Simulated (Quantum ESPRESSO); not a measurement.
## Ga4Ru2MoSc (input and log of a self-consistent run)

A calculation, not a measurement. The program is pw.x of Quantum ESPRESSO 7.5 (plane-wave density functional theory). The cell is made up: eight metal atoms on a face-centred cubic lattice, with elements, volume, strain and displacements drawn at random and not relaxed, so it may be unstable or far from any real phase. PseudoDojo standard norm-conserving files set the functional (PBE unless stated); there is no spin polarisation or spin-orbit coupling, the Fermi-Dirac width of 0.25 eV means electrons at about 2900 K, and the masses in the input are unused placeholders. A spin test at this wide smearing found no moment, but such smearing suppresses magnetism that the real alloy may have.

Input:

```
&control calculation='scf', pseudo_dir='./dojo.nc.sr.pbe.v0_5.standard.upf', outdir='./o', disk_io='minimal', tprnfor=.true., tstress=.true. /
&system ibrav=0, nat=8, ntyp=4, nbnd=68, ecutwfc=84.00895049, nosym=.true., tot_charge=0,
 occupations='smearing', smearing='fd', degauss=0.0183746611
/
&electrons conv_thr=1.470e-08, electron_maxstep=70, mixing_beta=0.5 /
ATOMIC_SPECIES
Ga 1.0 Ga.upf
Mo 1.0 Mo.upf
Ru 1.0 Ru.upf
Sc 1.0 Sc.upf
CELL_PARAMETERS angstrom
2.0819 4.1638 2.0819
2.0819 -4.1638 2.0819
4.1638 0.0 -4.1638
ATOMIC_POSITIONS angstrom
Ga -0.0286 -0.0938 -0.0119
Ru 2.1884 0.1129 -2.1081
Ga 2.0053 -2.0767 0.1041
Mo 4.418 -2.2075 -2.043
Sc 1.8236 2.1427 -0.0754
Ga 4.078 2.1192 -2.1418
Ga 2.007 -0.2313 1.9909
Ru 4.1101 -0.0701 0.1116
K_POINTS automatic
5 5 4 1 1 1
```

The log is shortened where brackets say so; the opening notice, blank lines, dates and the lines on written files are dropped, and the path of the files is cut. It prints rydbergs, bohrs and kilobars, and counts compression as positive stress. Its total energy is the free energy E - TS of the whole cell.

```
     Program PWSCF v.7.5
     Parallel version (MPI & OpenMP), running on       4 processor cores
     Number of MPI processes:                 4
     Threads/MPI process:                     1
     [start-up lines left out]
     bravais-lattice index     =            0
     lattice parameter (alat)  =       9.6368  a.u.
     unit-cell volume          =     974.3078 (a.u.)^3
     number of atoms/cell      =            8
     number of atomic types    =            4
     number of electrons       =       109.00
     number of Kohn-Sham states=           68
     kinetic-energy cutoff     =      84.0090  Ry
     charge density cutoff     =     336.0358  Ry
     scf convergence threshold =      1.5E-08
     mixing beta               =       0.5000
     number of iterations used =            8  plain     mixing
     Exchange-correlation= PBE
                           (   1   4   3   4   0   0   0)
     [axes and pseudopotential details left out]
   Cartesian axes
     site n.     atom                  positions (alat units)
         1        Ga     tau(   1) = (  -0.0056083  -0.0183936  -0.0023335  )
         2        Ru     tau(   2) = (   0.4291323   0.0221390  -0.4133860  )
         3        Ga     tau(   3) = (   0.3932275  -0.4072286   0.0204134  )
         4        Mo     tau(   4) = (   0.8663437  -0.4328777  -0.4006202  )
         5        Sc     tau(   5) = (   0.3575972   0.4201708  -0.0147855  )
         6        Ga     tau(   6) = (   0.7996717   0.4155626  -0.4199943  )
         7        Ga     tau(   7) = (   0.3935608  -0.0453566   0.3904037  )
         8        Ru     tau(   8) = (   0.8059663  -0.0137462   0.0218841  )
     number of k points=    50  Fermi-Dirac smearing, width (Ry)=  0.0184
                       cart. coord. in units 2pi/alat
        k(    1) = (   0.1990210   0.0000000   0.0459279), wk =   0.0400000
        k(    2) = (   0.3521142   0.0000000  -0.1071652), wk =   0.0400000
     [further k points left out]
     Dense  grid:   101297 G-vectors     FFT dimensions: (  60,  60,  72)
     Estimated max dynamical RAM per process >     340.53 MB
     Estimated total dynamical RAM >       1.26 GB
     Initial potential from superposition of free atoms
     starting charge     108.9837, renormalised to     109.0000
     Starting wfcs are   76 randomized atomic wfcs
     total cpu time spent up to now is        5.3 secs
     per-process dynamical memory:   271.1 Mb
     Self-consistent Calculation
     iteration #  1     ecut=    84.01 Ry     beta= 0.50
     Davidson diagonalization with overlap
     ethr =  1.00E-02,  avg # of iterations =  3.0
     total cpu time spent up to now is       16.9 secs
     total energy              =   -1252.66888486 Ry
     estimated scf accuracy    <       1.45711029 Ry
     iteration #  2     ecut=    84.01 Ry     beta= 0.50
     Davidson diagonalization with overlap
     ethr =  1.34E-03,  avg # of iterations =  5.5
     total cpu time spent up to now is       29.2 secs
     total energy              =   -1252.36681721 Ry
     estimated scf accuracy    <      11.28442459 Ry
     iteration #  3     ecut=    84.01 Ry     beta= 0.50
     Davidson diagonalization with overlap
     ethr =  1.34E-03,  avg # of iterations =  3.5
     total cpu time spent up to now is       40.3 secs
     total energy              =   -1253.34309155 Ry
     estimated scf accuracy    <       0.99040458 Ry
     iteration #  4     ecut=    84.01 Ry     beta= 0.50
     Davidson diagonalization with overlap
     ethr =  9.09E-04,  avg # of iterations =  2.3
     total cpu time spent up to now is       49.6 secs
     total energy              =   -1253.39196467 Ry
     estimated scf accuracy    <       0.45969417 Ry
     iteration #  5     ecut=    84.01 Ry     beta= 0.50
     Davidson diagonalization with overlap
     ethr =  4.22E-04,  avg # of iterations =  5.7
     total cpu time spent up to now is       60.7 secs
     total energy              =   -1253.42999228 Ry
     estimated scf accuracy    <       0.03489618 Ry
     [iterations 6 to 10 left out]
     iteration # 11     ecut=    84.01 Ry     beta= 0.50
     Davidson diagonalization with overlap
     ethr =  7.70E-09,  avg # of iterations =  3.7
     total cpu time spent up to now is      123.4 secs
     total energy              =   -1253.43571009 Ry
     estimated scf accuracy    <       0.00000120 Ry
     iteration # 12     ecut=    84.01 Ry     beta= 0.50
     Davidson diagonalization with overlap
     ethr =  1.10E-09,  avg # of iterations =  2.5
     total cpu time spent up to now is      133.3 secs
     total energy              =   -1253.43571026 Ry
     estimated scf accuracy    <       0.00000012 Ry
     iteration # 13     ecut=    84.01 Ry     beta= 0.50
     Davidson diagonalization with overlap
     ethr =  1.10E-10,  avg # of iterations =  3.2
     total cpu time spent up to now is      143.5 secs
     total energy              =   -1253.43571028 Ry
     estimated scf accuracy    <       0.00000003 Ry
     iteration # 14     ecut=    84.01 Ry     beta= 0.50
     Davidson diagonalization with overlap
     ethr =  2.94E-11,  avg # of iterations =  2.2
     total cpu time spent up to now is      153.4 secs
     total energy              =   -1253.43571028 Ry
     estimated scf accuracy    <       0.00000006 Ry
     iteration # 15     ecut=    84.01 Ry     beta= 0.50
     Davidson diagonalization with overlap
     ethr =  2.94E-11,  avg # of iterations =  1.2
     total cpu time spent up to now is      162.0 secs
     End of self-consistent calculation
     [lines on levels left out]
!    total energy              =   -1253.43571028 Ry
     estimated scf accuracy    <          2.7E-09 Ry
     smearing contrib. (-TS)   =      -0.11203206 Ry
     internal energy E=F+TS    =   -1253.32367823 Ry
     The total energy is F=E-TS. E is the sum of the following terms:
     one-electron contribution =    -395.11425081 Ry
     hartree contribution      =     276.40378287 Ry
     xc contribution           =    -272.28353870 Ry
     ewald contribution        =    -862.32967158 Ry
     convergence has been achieved in  15 iterations
     Forces acting on atoms (cartesian axes, Ry/au):
     atom    1 type  1   force =    -0.00917948   -0.00845274    0.00906955
     atom    2 type  3   force =    -0.00823998   -0.00756510   -0.01071689
     atom    3 type  1   force =     0.01338362   -0.01939834   -0.08268244
     atom    4 type  2   force =    -0.06057193   -0.00740901    0.01889807
     atom    5 type  4   force =     0.09621738   -0.03866092   -0.00233709
     atom    6 type  1   force =    -0.00867636   -0.00055287    0.06326699
     atom    7 type  1   force =    -0.01822626    0.07594632    0.01524846
     atom    8 type  3   force =    -0.00470698    0.00609265   -0.01074666
     Total force =     0.182467     Total SCF correction =     0.000147
     Computing stress (Cartesian axis) and pressure
          total   stress  (Ry/bohr**3)                   (kbar)     P=     -108.73
  -0.00071826  -0.00006215   0.00011396         -105.66       -9.14       16.76
  -0.00006215  -0.00067778   0.00007847           -9.14      -99.70       11.54
   0.00011396   0.00007847  -0.00082128           16.76       11.54     -120.81
     init_run     :      5.04s CPU      5.25s WALL (       1 calls)
     electrons    :    153.45s CPU    156.72s WALL (       1 calls)
     forces       :      1.58s CPU      1.60s WALL (       1 calls)
     stress       :      5.16s CPU      5.17s WALL (       1 calls)
     [timing details left out]
     PWSCF        :   2m45.30s CPU   2m48.87s WALL
     JOB DONE.
```

In other units: free energy -17053.862 eV for the cell, pressure -10.87 GPa, largest force component 2.474 eV/Å in size. The run took 171 s of wall time with four MPI processes on a shared machine (Intel Xeon, 2023 or later, virtual cores), so the time is rough. A rerun of this cell at a higher cutoff and on a denser mesh moved values by no more than 0.005 eV in energy, 0.03 GPa in stress and 0.007 eV/Å in force, and a second program with other atomic files agreed on that cell to 2 % rms in force and 0.5 GPa in pressure.